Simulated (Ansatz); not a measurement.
## 4 guesses for LiNd and where they end

Computed with DFT PBE, scalar-relativistic, plane waves, PAW, and for the lanthanide a 4f-in-core norm-conserving potential, in Ansatz. All cells share a 660 eV cutoff and Γ-centred k meshes spaced at most about 0.3 Å⁻¹ (about 0.25 or finer for metals, 2π included). No spin polarisation in the final relaxations.

Each guess was relaxed in cell and atoms at zero pressure, within the symmetry of its start. Temperature and zero-point effects are left out. Coordination counts all near atoms (those within 1.25 times the shortest distance at each site; a plus sign parts nearer from farther groups).

```csv
guess,made from,start group,V start (Å³/atom),end group,V end (Å³/atom),coordination at the end,gap on mesh (eV),E over the lowest end (meV/atom)
1,HgSe type,F-43m,21.3,?,?,?,?,?
2,MoP type,P-6m2,16.1,P-6m2,29.0,"Li 12, Nd 12",0,8
3,ZnNi type,Pm-3m,19.4,Pm-3m (caesium chloride),27.8,"Li 8+6, Nd 8+6",0,0
4,NaTl type,Fd-3m,19.7,Fd-3m (NaTl (B32)),26.5,"Li 8+6, Nd 8+6",0,94
```

Guess 1 as it starts:

```
Li Nd
1.0
     0.00000    2.77224    2.77224
     2.77224    0.00000    2.77224
     2.77224    2.77224    0.00000
Li Nd
1 1
Direct
  0.75000 0.75000 0.75000
  0.00000 0.00000 0.00000
```

Problem. Fill in the missing row: what does this guess relax into, and where does it rank?

Solution. It ends in the zinc blende type, space group F-43m (No. 216), with a = 6.720 Å, 37.9 Å³/atom and no gap. It lies 1.02 eV/atom over the lowest end, above guess 4 and so the highest of the set. Counting all near atoms, this end has Li 4, Nd 4 and the lowest (guess 3) has Li 8+6, Nd 8+6.

```
Li Nd
1.0
     0.00000    3.36024    3.36024
     3.36024    0.00000    3.36024
     3.36024    3.36024    0.00000
Li Nd
1 1
Cartesian
  5.0404 5.0404 5.0404
  0.0000 0.0000 0.0000
```

The zero of energy is the elements' standard structures at the same level; no fitted shifts are applied.

Problem. Is the lowest end bound against the elements?

Solution. No: its formation energy is +0.15 eV/atom. The separate elements lie lower, so it is unstable against them.

For metals, differences of a few meV/atom aren't resolved. Cells relaxed within their symmetry can be saddle points. A lower structure may well exist outside this small set. Some types were kept out of the candidates beforehand, so the set may lack a known form.

The lanthanide is trivalent by construction, without f bands, f moments or other valences. The reference runs of the other elements, and any phases without the lanthanide, used 420 eV, which shifts energies against them by under 10 meV/atom. The lanthanide's reference is the lowest of its hcp, dhcp and fcc cells.
